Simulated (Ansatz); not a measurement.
Relaxed-ion elastic tensor of ZnSnO3 in space group R3c (No. 161; Zn on 6a, Sn on 6a, O on 18b) in GPa (Voigt order), PBEsol in the plane-wave PAW code Ansatz; density 6.84 g/cm³, 11.27 Å³ per atom.

```
 313   150   122   1.0   0.0   0.0
 150   313   122  -1.0   0.0   0.0
 122   122   249   0.0   0.0   0.0
 1.0  -1.0   0.0  71.0   0.0   0.0
 0.0   0.0   0.0   0.0  71.0   1.0
 0.0   0.0   0.0   0.0   1.0  81.5
```

Q: Is the crystal mechanically stable?

A: Yes: the smallest eigenvalue of C is 70.9 GPa.

Q: Work out the Voigt, Reuss and Hill averages.

A: K_V = 185, K_R = 181, K_H = 183; G_V = 76.8, G_R = 76.1, G_H = 76.5 GPa.

Q: Give Young's modulus, Poisson's ratio, Pugh's ratio and the universal anisotropy index.

A: E = 9KG/(3K + G) = 201 GPa; ν = 0.32; K/G = 2.39 (ductile by the Pugh limit of 1.75); A_U = 5G_V/G_R + K_V/K_R − 6 = 0.06.

Q: Estimate the sound speeds and the Debye temperature.

A: v_l = √((K + 4G/3)/ρ) = 6460 m/s, v_t = √(G/ρ) = 3340 m/s, mean 3740 m/s; Θ = (h/k)(3n/4πV)^(1/3) v_m = 497 K.

Q: How much does each axis shrink under pressure?

A: Linear compressibilities β_i = Σ_j S_ij (j = 1 to 3): x 1.5, y 1.5, z 2.6 per TPa.

The cell was relaxed with PBEsol under the symmetry of its start. Spin–orbit coupling is left out wherever it is not named.

Potentials: the later of the program's two PAW sets.
